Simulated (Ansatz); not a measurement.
ScGeCN:
```cif
data_CGeNSc
_chemical_formula_sum 'Sc1 Ge1 C1 N1'
_space_group_name_H-M_alt 'P 1'
_space_group_IT_number 1
_cell_length_a 3.40374
_cell_length_b 3.40374
_cell_length_c 5.37595
_cell_angle_alpha 90.000
_cell_angle_beta 90.000
_cell_angle_gamma 120.000
loop_
_space_group_symop_operation_xyz
  'x, y, z'
loop_
_atom_site_label
_atom_site_type_symbol
_atom_site_fract_x
_atom_site_fract_y
_atom_site_fract_z
_atom_site_occupancy
Sc1 Sc 0.33333 0.66667 0.52439 1
Ge1 Ge 0.66667 0.33333 0.99820 1
C1 C 0.33333 0.66667 0.09466 1
N1 N 0.66667 0.33333 0.63274 1
```

Relaxed with the program Ansatz at the PBE level (PAW). Indices refer to the conventional cell of P3m1, a = 3.4037 Å, b = 3.4037 Å, c = 5.3759 Å, α = 90.00°, β = 90.00°, γ = 120.00°.

Task: Simulate the powder diffraction pattern (neutron, λ = 1.5401 Å; lines above 1 %) up to 2θ = 90°.

Result: Simulated powder pattern, neutron, λ = 1.5401 Å (kinematic, ideal powder, no thermal factors, coherent scattering alone; the 30 strongest lines at most, above 1 %, up to 2θ = 90°):

```tsv
2θ (°)	d (Å)	I/Imax (%)	hkl
16.47	5.376	11	(0001)
30.29	2.948	70	(1 0 -1 0)
33.29	2.688	48	(0002)
34.67	2.585	41	(0 1 -1 1)+(1 0 -1 1)
45.62	1.986	48	(0 1 -1 2)+(1 0 -1 2)
53.80	1.702	100	(1 1 -2 0)
56.67	1.623	6.8	(1 1 -2 1)
60.38	1.531	80	(0 1 -1 3)+(1 0 -1 3)
63.00	1.474	20	(2 0 -2 0)
64.76	1.438	93	(1 1 -2 2)
65.61	1.421	14	(2 0 -2 1)+(0 2 -2 1)
69.91	1.344	1.8	(0004)
73.15	1.292	23	(2 0 -2 2)+(0 2 -2 2)
77.22	1.234	3.1	(1 1 -2 3)
78.06	1.223	18	(0 1 -1 4)+(1 0 -1 4)
85.14	1.138	52	(2 0 -2 3)+(0 2 -2 3)
87.44	1.114	27	(2 1 -3 0)
89.80	1.091	20	(1 2 -3 1)+(2 1 -3 1)
```

The start of the workflow was typed in or built on a structure type; neither database checked (COD, Materials Project) lists it. Whether it is the stable phase at ambient conditions was not checked. Symmetry was held in the PBE relaxation; whether a distortion lowers the energy is not shown. The run is not spin-polarised.

Potentials: the earlier of the program's two PAW sets.
